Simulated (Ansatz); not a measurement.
**Structure relaxation, ZnO**

The start is a relaxed ZnO cell deformed by the Cartesian strain tensor (xx, yy, zz, yz, xz, xy) = (0.056, 0.025, -0.065, -0.001, -0.015, -0.029). The structure is fully relaxed (lattice and positions, P = 0) with PBEsol (plane waves to 420 eV, PAW, scalar-relativistic; Ansatz, an electronic-structure program). The first steps use a coarse 8×8×5 k-mesh.

The start:
```yaml
crystal:
  lattice:
    - [3.41167, -0.09369, -0.04685]
    - [-1.78697, 2.91470, 0.02202]
    - [-0.07563, -0.00261, 4.87673]
  atoms:
    - { symbol: Zn, position: [0.66667, 0.33333, 0.00206] }
    - { symbol: Zn, position: [0.33333, 0.66667, 0.50206] }
    - { symbol: O, position: [0.66667, 0.33333, 0.62314] }
    - { symbol: O, position: [0.33333, 0.66667, 0.12314] }
```

Problem. How much energy is released per atom?

Solution. 0.08 eV/atom.

Problem. How does the volume change?

Solution. -1.1 %, from 11.92 to 11.79 Å³/atom.

Problem. Is the parent structure recovered?

Solution. It relaxes back to the parent, P6₃mc (No. 186).

Problem. How do the shortest distances between atoms change?

Solution. The closest pairs of elements (up to four, under 3.6 Å), start → end: O–Zn 1.85 → 1.97 Å; O–O 3.06 → 3.21 Å; Zn–Zn 3.06 → 3.21 Å.

Problem. What band gap does the relaxed structure have at this level?

Solution. 0.70 eV, direct at Γ (no spin-orbit coupling).

The end point of the relaxation:

Space group P6₃mc (No. 186); a = 3.231 Å, b = 3.231 Å, c = 5.216 Å, α = 90.00°, β = 90.00°, γ = 120.00°

```
atom  site  symmetry       x       y       z
----  ----  --------  ------  ------  ------
Zn      2b       3m.  0.6667  0.3333  0.0021
O       2b       3m.  0.3333  0.6667  0.1231
```

Final values are on a 12×12×7 k-mesh of the relaxed cell. No spin polarisation in the result.
